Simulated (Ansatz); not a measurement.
Sheets of one type (M2XT2 MXene (fcc sites)-type), plane-wave PAW PBE (Ansatz code); HSE06 gaps on those cells.

```json
[
 {"layer": "Ta2H2NO2", "a (Å)": "2.928", "thickness (Å)": "7.73"},
 {"layer": "W2H2NO2", "a (Å)": "2.812", "thickness (Å)": "7.89"},
 {"layer": "Sc2H2NO2", "a (Å)": "(withheld)", "thickness (Å)": "(withheld)"},
 {"layer": "Nb2H2NO2", "a (Å)": "2.959", "thickness (Å)": "7.60"}
]
```

Task: Some entries are withheld; supply them.

Result: 
- Sc2H2NO2, a (Å): 3.221
- Sc2H2NO2, thickness (Å): 6.86

Began spin-polarised and lost the moments: Ta2H2NO2, M2XT2 MXene (fcc sites)-type layer; W2H2NO2, M2XT2 MXene (fcc sites)-type layer; Sc2H2NO2, M2XT2 MXene (fcc sites)-type layer; Nb2H2NO2, M2XT2 MXene (fcc sites)-type layer. All cells were relaxed under the symmetry of their starts (and spin orders); stability against distortions was not tested throughout. No Hubbard U is applied. Spin–orbit coupling is left out wherever it is not named. Constructed layers (a layer type filled with these elements): Ta2H2NO2, M2XT2 MXene (fcc sites)-type layer; W2H2NO2, M2XT2 MXene (fcc sites)-type layer; Sc2H2NO2, M2XT2 MXene (fcc sites)-type layer; Nb2H2NO2, M2XT2 MXene (fcc sites)-type layer.

Potentials: the later of the program's two PAW sets.
